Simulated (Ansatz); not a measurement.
**Structures of Ga$_{2}$Si$_{3}$: which is lowest?**

Plane-wave DFT in Ansatz with scalar-relativistic PAW potentials, cutoff 500 eV, Γ-centred meshes chosen by cell and gap, Gaussian smearing with energies taken to zero width. Every cell was relaxed (cell and atoms) in a run of its own, within the symmetry of its start. Functional: r2SCAN.

Relaxed structures (starts from databases or built by putting these elements on another compound's sites):
A. P-3m1, 5 atoms in the computed cell, a = 3.802 Å, c = 7.284 Å; sites (symmetry × multiplicity) Ga 3m. × 2, Si -3m. × 1 + 3m. × 2; start: built
B. R-3m, 5 atoms in the computed cell, a = 3.674 Å, c = 22.544 Å; sites (symmetry × multiplicity) Ga 3m × 6, Si -3m × 3 + 3m × 6; start: built

**Question.** Rank them by energy. Could pressure change the order?

**Answer.**
```csv
structure,group,E − E(lowest) (meV/atom),V (Å³/atom),gap on mesh (eV)
A,P-3m1,0.0,18.23,0.00
B,R-3m,17.3,17.57,0.00
```

A is lowest, 17 meV/atom under B. B is denser by 0.66 Å³/atom, so pressure favours it: ΔE/ΔV, with ΔE in eV and 1 eV/Å³ = 160.2 GPa, gives about 4.2 GPa for equal enthalpy if both cells were rigid, a rough figure since the two compress differently. Other structures may lie lower than all of these, and vibrations aren't counted.